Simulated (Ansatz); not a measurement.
## BaCo3 (AuCu3-type structure)

The computed numbers are results of PBEsol, scalar-relativistic (collinear spin) in the plane-wave PAW code Ansatz at 420 eV, 8×8×8 k-mesh, Gaussian smearing of 0.05 eV. The datasets are Ansatz's generated set soft_2.

```xyz
4
Lattice="3.9209 0.0000 0.0000 0.0000 3.9209 0.0000 0.0000 0.0000 3.9209" Properties=species:S:1:pos:R:3 pbc="T T T"
Ba    0.0000    0.0000    0.0000
Co    0.0000    1.9604    1.9604
Co    1.9604    1.9604    0.0000
Co    1.9604    0.0000    1.9604
```

The start was a prototype's sites filled with these elements, not a measured cell.

Magnetic state: ferromagnetic, site spin moments Co 1.36 μB.

The cell above was scaled in volume, its shape and atoms being fixed by the lattice's symmetry. Energies are counted from the cell above.

```json
{"V (Å³/atom)": "14.47", "ΔE (meV/atom)": "7.0", "P (GPa)": "3.9", "largest moment (μB)": "1.34"}
{"V (Å³/atom)": "14.77", "ΔE (meV/atom)": "1.6", "P (GPa)": "1.8", "largest moment (μB)": "1.35"}
{"V (Å³/atom)": "15.07", "ΔE (meV/atom)": "0.0", "P (GPa)": "0.0", "largest moment (μB)": "1.36"}
{"V (Å³/atom)": "15.37", "ΔE (meV/atom)": "1.5", "P (GPa)": "-1.6", "largest moment (μB)": "1.37"}
{"V (Å³/atom)": "15.67", "ΔE (meV/atom)": "5.9", "P (GPa)": "-3.0", "largest moment (μB)": "1.38"}
```

Problem. What do the points give for the equilibrium volume, the bulk modulus and its pressure derivative (third-order Birch–Murnaghan)?

Solution. V0 = 15.07 Å³/atom, B0 = 85 GPa, B0′ = 5.0.

B0·V0 = 85.0 GPa × 15.07 Å³ = 7.99 eV/atom sets the scale: near the minimum ΔE ≈ ½ B0 V0 x², with x = V/V0 − 1, and a pressure of 0.8 GPa squeezes the volume by about 1 %. At the ends of the curve: x = −4.0 % predicts 6.4 meV/atom and the run gives 7.0; x = +4.0 % predicts 6.4 meV/atom and the run gives 5.9. The curve is steeper than the parabola on the compressed side and flatter on the expanded side: the bulk modulus rises with pressure.

No spin–orbit coupling, a notable omission for heavy elements. Site moments are of spin, integrated over atomic spheres. Only parallel moments were tried, so the real magnetic order may be another. The run is a metal.
